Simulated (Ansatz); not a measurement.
A geometry of Cs2LiYI6 away from equilibrium: the start of the relaxation of a relaxed Cs2LiYI6 cell shaken by Gaussian noise of σ = 0.08 Å a coordinate. The numbers are results of r2SCAN (plane waves to 500 eV, PAW, scalar-relativistic; Ansatz, a first-principles code), not measurements. Γ-centred k-mesh 4×4×4 on the run's cell (coarser than for final values), Fermi–Dirac smearing 0.05 eV.

```xyz
10
Lattice="0.0000 6.0063 6.0063 6.0063 0.0000 6.0063 6.0063 6.0063 0.0000" Properties=species:S:1:pos:R:3 pbc="T T T"
Cs     8.9565     9.1084     8.8356
Cs     3.0586     3.0747     2.9867
Li     6.1044     5.9718     6.0684
Y     -0.0903    -0.0666     0.1203
I      3.0129     6.0026     6.0840
I      9.0359     6.0816     5.9825
I      6.0520     3.0881     5.9835
I      6.0702     9.1334     5.9883
I      5.9074     6.0112     3.0479
I      5.9057     5.9867     9.0072
```

Q: Give the Cartesian forces on all atoms (eV/Å).

A: 
```csv
atom,Fx,Fy,Fz
Cs1,0.03,-0.04,0.10
Cs2,-0.04,-0.03,0.01
Li3,-0.12,-0.05,0.06
Y4,0.81,1.19,-0.58
I5,-0.20,0.11,-0.06
I6,-0.59,0.03,0.01
I7,0.01,-0.34,0.02
I8,-0.05,-1.08,-0.01
I9,0.03,0.09,0.29
I10,0.13,0.10,0.16
```

Q: What is the pressure?

A: +0.4 GPa, compression positive.

Q: How far above the relaxed end point is this geometry?

A: 0.02 eV/atom; the path ends in P-1 (No. 2) at a tolerance of 0.01 Å, I4/m (No. 87) at 0.1 Å.

No spin polarisation in the result.

Of the parent cell (Fm-3m (No. 225)): The relaxation started from an entry of Materials Project.

The cell that was disturbed is our relaxation of an entry of Materials Project.
